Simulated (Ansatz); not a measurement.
## Phonon spectrum of Ti at 1.02 times its equilibrium volume

Level of theory: DFT LDA, scalar-relativistic, plane waves, PAW in Ansatz 0.2.0. Cutoff 420 eV, 20×20×20 k-points (Γ-centred), Fermi-Dirac smearing of 0.15 eV. No spin polarisation. Phonons by linear response, acoustic sum rule imposed.

The cell, relaxed in shape and atoms at 1.02 times its equilibrium volume:
```xyz
1
Lattice="-1.5975 1.5975 1.5975 1.5975 -1.5975 1.5975 1.5975 1.5975 -1.5975" Properties=species:S:1:pos:R:3 pbc="T T T"
Ti    0.0000    0.0000    0.0000
```

In a metal, frequencies and elastic constants depend on the k mesh and the smearing, soft modes and shear constants most. The q mesh is coarse, so values between its points are rough.

Force constants from linear response on a 2×2×2 q mesh.

Task: Is the structure dynamically stable on the q mesh?

Result: No: at q = (0.000, 0.000, -0.500) a mode is imaginary, 124i cm⁻¹.

Task: Give the frequencies (cm⁻¹) at the points of high symmetry.

Result:
| point | q | frequencies |
| --- | --- | --- |
| H | 0.500 -0.500 0.500 | 225 225 225 |
| N | 0.000 0.000 0.500 | 124i 160 164 |
| P | 0.250 0.250 0.250 | 77 77 77 |

This bcc form isn't the element's structure at ambient conditions.

Cost: 1 run of about 0.47 core-minutes, on AMD EPYC 9R45 (Zen 5) (shared hosts).